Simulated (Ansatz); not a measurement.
MgO: zone-centre modes at -3 GPa

Level of theory: DFT LDA, scalar-relativistic, plane waves, PAW in Ansatz 0.2.0. Settings: 420 eV plane-wave cutoff, Γ-centred 10×10×10 mesh, fixed occupations. No spin polarisation. Phonons by linear response, acoustic sum rule imposed.

The cell, relaxed at -3 GPa:
```xyz
2
Lattice="0.0000 2.0921 2.0921 2.0921 0.0000 2.0921 2.0921 2.0921 0.0000" Properties=species:S:1:pos:R:3 pbc="T T T"
Mg    0.0000    0.0000    0.0000
O     2.0921    2.0921    2.0921
```

(1) Is this structure stable against zone-centre distortions?

(2) List the optical modes at Γ without the LO field (i marks imaginary ones).

Answers

(1) Yes, at Γ: no optical mode is imaginary. Strains and other wave vectors aren't tested by this run.

(2)
```tsv
frequency (cm⁻¹)	degeneracy	IR intensity of the level ((D/Å)²/amu)
391	3	27.97
```

Cost: 1 run of about 0.22 core-minutes, on Intel Xeon Platinum 8488C (Sapphire Rapids) (shared hosts).